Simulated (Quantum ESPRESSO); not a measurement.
One change at a time to Al3Cu2OsRh2

All numbers below are calculated, not measured. They come from Quantum ESPRESSO 7.5, a public plane-wave density functional program. Each row is one single-point run on a made-up periodic cell of eight metal atoms, with elements, volume, strain and displacements drawn at random and not relaxed, so a cell may be unstable or far from any real phase. There is no spin polarisation or spin-orbit coupling.

Settings: PBE unless stated; PseudoDojo standard norm-conserving files; Fermi-Dirac width 0.25 eV, which means electrons at about 2900 K; cutoff 1252 eV; 6 x 6 x 4 k mesh shifted half a step off Gamma. E is the free energy of the whole cell (internal energy minus TS), so a -TS column is already part of it. Stress is positive in tension, and the pressure P is minus a third of its trace.

Checks: one run of this series was repeated at a higher cutoff and on a denser mesh, which moved values by no more than 0.002 eV, 0.02 GPa and 0.004 eV/Å, and a second program with other atomic files agreed on it to 2 % rms in force and 0.5 GPa in pressure. Known limits: the copper pseudopotential is less sure than most, with forces differing by about three percent and pressure by about two GPa from a second method on plain copper; heavy elements are run without spin-orbit coupling, which real alloys of them have; a spin test at this wide smearing found no moment, but such smearing suppresses magnetism that the real alloy may have.

The lattice is face-centred cubic, and the cell vectors in Å are (1.998, 3.886, 2.030); (1.943, -3.813, 1.940); (1.946, -0.054, -5.931), a volume of 119.73 Å³ in run 1. The elements on sites 1 to 8 are Al Al Cu Al Rh Cu Os Rh. Each later run makes one change to run 1 and keeps the rest. E is counted from run 1, and is n/a where other atomic files have another zero of energy.

```
run                           change  V (Å³)  P (GPa)  -TS (eV)  rms force (eV/Å)  largest change of a force component (eV/Å)  E (eV)
  1                             none  119.73   -11.38    -1.225             0.337                                       0.000   0.000
  2          sites 4 and 6 exchanged  119.73   -10.12    -1.370             0.473                                       0.579   0.553
  3    all lengths scaled by +1.86 %  126.53   -17.11    -1.297             0.292                                       0.165   0.612
  4              LDA in place of PBE  119.73   -20.56    -1.226             0.311                                       0.165     n/a
  5                      W on site 8  119.73    -9.20    -0.928             0.559                                       1.231     n/a
  6  site 4 moved by +0.08 Å along z  119.73   -11.33    -1.227             0.328                                       0.354       ?
```

## Worked estimate

Along the move dE = -F dx. The force on site 4 along z is 0.172 eV/Å in run 1 and -0.183 eV/Å in run 6, and the move is +0.08 Å, so the mean force times the move gives an estimate.

## Withheld value

Question: what E should run 6 give?

The estimate is 0.000 eV. The calculation gave 0.000 eV.
